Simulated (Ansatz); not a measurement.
An element in the bcc structure gives these cold pressures by all-electron LAPW under PBE (Ansatz 0.2.0, scalar-relativistic, no spin polarisation).

```csv
V (Å³/atom),P (GPa)
36.97,0.01
32.53,1.27
28.84,3.08
25.14,6.15
21.44,11.70
18.48,19.70
15.90,32.0
```

Task: Which element is it?

Result: Na. Its zero-pressure volume in this structure is near 37.0 Å³/atom; the volume and the steepness of P(V) together point to it, though neighbours can come close. This is the case that was computed; others weren't tested.
